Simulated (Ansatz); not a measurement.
BaF2:
```xyz
3
Lattice="0.0000 3.1232 3.1232 3.1232 0.0000 3.1232 3.1232 3.1232 0.0000" Properties=species:S:1:pos:R:3 pbc="T T T"
Ba     0.0000     0.0000     0.0000
F      1.5616     1.5616     1.5616
F      4.6848     4.6848     4.6848
```

PBE in the plane-wave PAW code Ansatz gives a gap of 6.73 eV without spin–orbit coupling, maximum on the K–Γ line, 39 % of the way from K, minimum at Γ.

**Question.** What happens when spin–orbit coupling is switched on?

**Answer.** The gap decreases by 0.01 eV, to 6.72 eV; maximum on the K–Γ line, 39 % of the way from K, minimum at Γ.

**Question.** Give the electron effective mass with spin–orbit coupling.

**Answer.** 0.49 mₑ (isotropic).

**Question.** Give the hole effective mass with spin–orbit coupling.

**Answer.** 2.7, 5.2, 7.3 mₑ (principal values).

Space group Fm-3m (fluorite). Symmetry was held in the PBE relaxation.

Potentials: the later of the program's two PAW sets.
